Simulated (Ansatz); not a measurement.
C:
```cif
data_C8
_chemical_formula_sum 'C8'
_space_group_name_H-M_alt 'P1'
_space_group_IT_number 1
_space_group_name_Hall 'P 1'
_cell_length_a 3.77080
_cell_length_b 4.34989
_cell_length_c 4.79585
_cell_angle_alpha 81.411
_cell_angle_beta 79.975
_cell_angle_gamma 75.250
loop_
_atom_site_label
_atom_site_type_symbol
_atom_site_symmetry_multiplicity
_atom_site_Wyckoff_symbol
_atom_site_fract_x
_atom_site_fract_y
_atom_site_fract_z
_atom_site_occupancy
C1 C 1 a 0.26507 0.03742 0.70993 1
C2 C 1 a 0.08734 0.47109 0.37082 1
C3 C 1 a 0.57591 0.79471 0.77503 1
C4 C 1 a 0.83847 0.54428 0.89475 1
C5 C 1 a 0.43230 0.57694 0.34564 1
C6 C 1 a 0.81722 0.49581 0.20320 1
C7 C 1 a 0.03708 0.34723 0.68609 1
C8 C 1 a 0.41138 0.79067 0.54059 1
```

Relaxed with LDA.

Which orbitals make up the states near the Fermi level in DFT-LDA in the program Ansatz with PAW potentials?

Within 0.5 eV of the Fermi level: C 2p 94 %. Projections are on Löwdin-orthogonalised atomic valence shells; empty p or d shells of many metals are not among them.

Tabulate the density of states.

States/eV per cell of 8 atoms, in 0.25 eV bins, energy from the Fermi level.

| E (eV) | total | C 2p | C 2s |
|---|---|---|---|
| -7.85 | 3.50 | 3.10 | 0.37 |
| -7.60 | 1.96 | 1.72 | 0.22 |
| -7.35 | 0.71 | 0.63 | 0.07 |
| -7.10 | 2.47 | 2.26 | 0.19 |
| -6.85 | 2.83 | 2.58 | 0.22 |
| -6.60 | 1.90 | 1.73 | 0.15 |
| -6.35 | 2.34 | 2.17 | 0.14 |
| -6.10 | 3.75 | 3.52 | 0.20 |
| -5.85 | 2.35 | 2.20 | 0.13 |
| -5.60 | 2.24 | 2.12 | 0.11 |
| -5.35 | 2.26 | 2.13 | 0.12 |
| -5.10 | 2.52 | 2.37 | 0.14 |
| -4.85 | 2.41 | 2.25 | 0.14 |
| -4.60 | 2.98 | 2.83 | 0.14 |
| -4.35 | 1.89 | 1.80 | 0.09 |
| -4.10 | 1.28 | 1.22 | 0.05 |
| -3.85 | 0.61 | 0.59 | 0.02 |
| -3.60 | 1.18 | 1.13 | 0.05 |
| -3.35 | 3.13 | 2.97 | 0.15 |
| -3.10 | 2.44 | 2.33 | 0.11 |
| -2.85 | 3.08 | 2.92 | 0.14 |
| -2.60 | 1.68 | 1.60 | 0.08 |
| -2.35 | 1.51 | 1.43 | 0.07 |
| -2.10 | 1.20 | 1.14 | 0.05 |
| -1.85 | 0.81 | 0.77 | 0.03 |
| -1.60 | 0.54 | 0.52 | 0.02 |
| -1.35 | 0.60 | 0.57 | 0.02 |
| -1.10 | 2.04 | 1.94 | 0.08 |
| -0.85 | 2.53 | 2.41 | 0.09 |
| -0.60 | 1.65 | 1.57 | 0.06 |
| -0.35 | 0.97 | 0.92 | 0.04 |
| -0.10 | 0.59 | 0.55 | 0.03 |
| 0.15 | 0.87 | 0.80 | 0.05 |
| 0.40 | 1.56 | 1.45 | 0.07 |
| 0.65 | 1.46 | 1.37 | 0.06 |
| 0.90 | 1.46 | 1.36 | 0.06 |
| 1.15 | 2.00 | 1.84 | 0.10 |
| 1.40 | 0.78 | 0.71 | 0.05 |
| 1.65 | 0.98 | 0.87 | 0.07 |
| 1.90 | 1.93 | 1.75 | 0.11 |
| 2.15 | 2.42 | 2.21 | 0.11 |
| 2.40 | 1.18 | 1.07 | 0.06 |
| 2.65 | 0.51 | 0.46 | 0.03 |
| 2.90 | 0.88 | 0.79 | 0.05 |
| 3.15 | 2.22 | 1.97 | 0.13 |
| 3.40 | 1.92 | 1.70 | 0.12 |
| 3.65 | 1.93 | 1.69 | 0.13 |
| 3.90 | 1.31 | 1.13 | 0.09 |
| 4.15 | 0.58 | 0.50 | 0.03 |
| 4.40 | 0.54 | 0.47 | 0.03 |
| 4.65 | 0.83 | 0.70 | 0.05 |

The start of the workflow was typed in or built on a structure type; neither database checked (COD, Materials Project) lists it. It is not the phase usual at ambient conditions (space group No. 194, 227). The cell was relaxed with LDA; its stability against distortions is not shown here. The volume moved by -16 % from the start of the relaxation.

Potentials: the earlier of the program's two PAW sets. The files were generated under PBE; for other functionals the program regenerates the frozen cores, and for LDA and PBEsol the local potential too.
